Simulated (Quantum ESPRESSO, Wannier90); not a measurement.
## Se (R-3), plane waves to Wannier functions

```
begin unit_cell_cart
ang
    0.0000000000    0.0000000000    4.8395190000
   -5.6553249495   -3.2651033819   -1.6131730000
    5.6553249495   -3.2651033819   -1.6131730000
end unit_cell_cart
begin atoms_frac
Se   0.0927300000  0.2435900000  0.3668200000
Se  -0.0927300000 -0.2435900000 -0.3668200000
Se  -0.2740900000 -0.3668200000 -0.1232300000
Se   0.2740900000  0.3668200000  0.1232300000
Se  -0.1508600000  0.1232300000 -0.2435900000
Se   0.1508600000 -0.1232300000  0.2435900000
end atoms_frac
```

Materials Project entry mp-147; symmetrised, unrelaxed at this level. COD (Crystallography Open Database) has the formula in 4 space groups, this one among them (matched by group alone). Computed values, not measurements, from PBEsol: Quantum ESPRESSO (norm-conserving PseudoDojo potentials, cutoff 69 Ry, no spin polarisation, no spin-orbit coupling) on a Γ-centred 4×4×4 mesh, then Wannier90. Density: 8×8×8 mesh, cold smearing 0.01 Ry. The cell is built of weakly bound layers, chains or molecules, whose nearest atoms lie 3.42 Å apart. Database cells relaxed without dispersion often hold them too far apart, which can enlarge gaps and weakens couplings between them; spacing and stacking were not compared with the measured crystal. Spin-orbit coupling, left out, would split the p-like bands by a few tenths of an eV.

A tight-binding model is made by disentanglement and projection with no localisation steps (num_iter = 0), so the 24 orbitals stay atom-like: hydrogen-like Se: s;p, axes along x, y, z; frozen window up to 2.85 eV relative to the valence-band maximum. It follows pw.x to 2.0 meV rms for states up to 2.3 eV relative to the valence-band maximum. Matrix elements depend on this choice of orbitals and windows.

The 20 largest hoppings ⟨m,0|H|n,R⟩ between different sites (one of each Hermitian pair; signs follow the real orbitals' lobes; the list may end inside a set of equal values):

| m | n | R | distance of the centres (Å) | t (eV) |
|---|---|---|---|---|
| Se3 px | Se2 px | 0 0 0 | 2.52 | 2.142 |
| Se4 px | Se1 px | 0 0 0 | 2.52 | 2.142 |
| Se3 s | Se2 px | 0 0 0 | 2.43 | -2.072 |
| Se4 s | Se1 px | 0 0 0 | 2.43 | 2.072 |
| Se3 px | Se2 s | 0 0 0 | 2.45 | 2.066 |
| Se4 px | Se1 s | 0 0 0 | 2.45 | -2.066 |
| Se5 py | Se4 s | 0 0 0 | 2.43 | 1.999 |
| Se6 py | Se3 s | 0 0 0 | 2.43 | -1.999 |
| Se5 s | Se4 py | 0 0 0 | 2.42 | -1.980 |
| Se6 s | Se3 py | 0 0 0 | 2.42 | 1.980 |
| Se5 py | Se4 py | 0 0 0 | 2.49 | 1.899 |
| Se6 py | Se3 py | 0 0 0 | 2.49 | 1.899 |
| Se5 py | Se2 px | 0 0 0 | 2.38 | 1.628 |
| Se6 py | Se1 px | 0 0 0 | 2.38 | 1.628 |
| Se5 py | Se2 s | 0 0 0 | 2.38 | -1.608 |
| Se6 py | Se1 s | 0 0 0 | 2.38 | 1.608 |
| Se5 s | Se2 py | 0 0 0 | 2.41 | 1.580 |
| Se6 s | Se1 py | 0 0 0 | 2.41 | -1.580 |
| Se3 px | Se2 pz | 0 0 0 | 2.47 | -1.574 |
| Se4 px | Se1 pz | 0 0 0 | 2.47 | -1.574 |
